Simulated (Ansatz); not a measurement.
MgTe (rock salt, Fm-3m), a = b = c = 5.846 Å, α = β = γ = 90.00°; the cell used has 2 atoms.

This is the LDA-relaxed structure.

All from the program Ansatz at the LDA level (PAW), unless another level is named. Predict the band gap.

0.38 eV (indirect).

Give the electron effective mass.

0.16, 0.16, 0.46 mₑ (principal values).

Predict the valence-band maximum.

on the K–Γ line, 82 % of the way from K.

Next, the weight of the valence-edge state by species (Voronoi cells)?

Te 83 %, Mg 17 %.

The workflow started from a Materials Project entry (that database holds measured and hypothetical structures alike); the Crystallography Open Database copy checked does not list it. COD files the formula under space group No. 186, so this cell is another polymorph or a model. Whether it is the stable phase at ambient conditions was not checked. The LDA relaxation kept the symmetry of its start; of distortions, only those at the zone centre were tested. Scalar-relativistic: spin–orbit coupling is off unless named, which matters more the heavier the elements.

Potentials: the later of the program's two PAW sets.
